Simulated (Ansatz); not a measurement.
BeTe:
Space group F-43m (No. 216); a = b = c = 5.6048 Å, α = β = γ = 90.00°

```json
[
 {"atom": "Be", "site": "4a", "symmetry": "-43m", "x": "0.0000", "y": "0.0000", "z": "0.0000"},
 {"atom": "Te", "site": "4d", "symmetry": "-43m", "x": "0.7500", "y": "0.7500", "z": "0.7500"}
]
```
(The calculation used a cell of 2 atoms; values per cell refer to that cell.)

Relaxed with PBEsol. DFT-PBEsol in the program Ansatz with PAW potentials gives a gap of 1.84 eV.

**Question.** What gap does HSE06 give on the same cell (Ansatz, PAW)?

**Answer.** 2.62 eV, 0.79 eV more. The hybrid was solved on a coarser mesh and at special points; the gap given is the minimum over both.

```csv
k,v1 PBEsol,c1 PBEsol,v1 HSE06,c1 HSE06
Γ,0.00,3.61,?,?
X,-2.70,1.84,-2.93,2.62
L,-1.15,3.08,?,?
W,-3.30,5.20,?,?
K,-2.28,2.61,?,?
```

**Question.** Top valence (v1) and lowest conduction level (c1) in eV from each method's valence maximum (which need not be a listed point): supply the withheld HSE06 values.

**Answer.** 
- L, v1 HSE06: -1.25
- L, c1 HSE06: 3.94
- Γ, v1 HSE06: 0.00
- Γ, c1 HSE06: 4.46
- K, v1 HSE06: -2.47
- K, c1 HSE06: 3.41
- W, v1 HSE06: -3.53
- W, c1 HSE06: 6.10

Cost on shared cores: the PBEsol run (SCF on a 9×9×9 mesh, then bands and DOS) roughly 9 core-seconds, the HSE06 run (SCF on 6×6×6, then a few points) about 50 core-seconds (a rough figure); the tasks are unlike.

Symmetry was held in the PBEsol relaxation. Spin–orbit coupling is left out wherever it is not named.

Potentials: the earlier of the program's two PAW sets. The files were generated under PBE; for other functionals the program regenerates the frozen cores, and for LDA and PBEsol the local potential too.
